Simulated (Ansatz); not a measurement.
The guess for B₄Te was made by a generator: 5-, 6-connected net, elements by coordination (P-1, No. 2). The dimensions are guesses.

```xyz
5
Lattice="3.2543 0.0000 0.0000 0.0069 3.9799 0.0000 1.6200 1.3132 4.6815" Properties=species:S:1:pos:R:3 pbc="T T T"
B     4.0438    3.3468    3.3148
B     2.3939    1.9896    4.1614
B     2.4872    3.3036    0.5201
B     0.8373    1.9464    1.3667
Te    2.4372    0.6566    2.3407
```

Method: DFT PBE, scalar-relativistic, plane waves, PAW (Ansatz). Cutoff 420 eV, Gaussian smearing, Γ-centred meshes. Cell and atoms relax first on a coarse mesh and then on a finer one. In between, the cell is made exact in the group found at 0.06 Å. In metals the finer mesh still leaves noise of several meV/atom or more. The steps can't lower the symmetry of their start. No spin polarisation.

A guess keeps its type if space group and coordination stay and the shape of the cell changes little (axis ratios within about 15 %, angles within 6°); the volume may change.

Question: Does it keep its structure type, or change into something else?

Answer: It doesn't keep its type. The symmetry goes from P-1 (No. 2) to C2/m (No. 12). The volume per atom grows by 14.4 %, from 12.1 to 13.9 Å³. The shortest distance goes from 2.26 Å (B–Te) to 1.64 Å (B–B). Counting neighbours within 15 % of an atom's shortest distance, the start has B 6, Te 6 and the end B 4/5, Te 4. In detail, at the end B on its first site is surrounded by 5 B at 1.64–1.74 Å; around B on its second site lie 4 B at 1.68–1.74 Å and 1 Te at 2.65 Å; Te is surrounded by 2 B at 2.65 Å and 2 Te at 2.92 Å.

```
B Te
1.0
     4.22791   -1.45805    0.00000
     4.22791    1.45805    0.00000
    -0.64775    0.00000    5.62396
B Te
4 1
Direct
  0.70568 0.70568 0.98144
  0.09304 0.09304 0.96270
  0.90696 0.90696 0.03730
  0.29432 0.29432 0.01856
  0.00000 0.00000 0.50000
```

Energies over the elements count from the elements' standard structures at the same level, with no fitted energy shifts.

Question: At what energy does it end?

Answer: +0.36 eV/atom. It can't be a ground state, since the elements alone are lower.

The last run used a 14×10×8 mesh (in the run's order of axes) for its 5-atom cell and Gaussian smearing of 0.10 eV. The end has P-1 (No. 2) at a tolerance of 0.01 Å; the cell shown is made exact in the group found at 0.05 Å. Spin–orbit coupling, which can matter for Te, is left out. The reference form of Te is held partly by dispersion forces, which this level lacks. A structure relaxed within its symmetry needn't be a true minimum.

In counts of neighbours, a slash parts the counts of unlike sites.
